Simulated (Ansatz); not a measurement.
Fe (bcc (W type)), relaxed with PBE+D3(BJ) (Ansatz, a quantum-chemistry and plane-wave program, plane waves, PAW): a = 2.8045 Å, b = 2.8045 Å, c = 2.8045 Å, α = 90.00°, β = 90.00°, γ = 90.00°.

- spin order and moments (μB) = ferromagnetic; net 2.10 per atom; largest site about 2.2

Problem. The same phase is relaxed and computed with r²SCAN in the same code. What are the cell and these values now?

Solution. a = 2.867 Å, b = 2.867 Å, c = 2.867 Å, α = 90.00°, β = 90.00°, γ = 90.00°.

- spin order and moments (μB): ferromagnetic; net 2.65 per atom; largest site about 2.8

Spin orders computed, not proven ground states: Fe, bcc (W type) with PBE+D3(BJ) ferromagnetic; Fe, bcc (W type) with r²SCAN ferromagnetic. All cells were relaxed under the symmetry of their starts (and spin orders); stability against distortions was not tested throughout.

Potentials: the earlier of the program's two PAW sets.

Ansatz is a plane-wave DFT program.
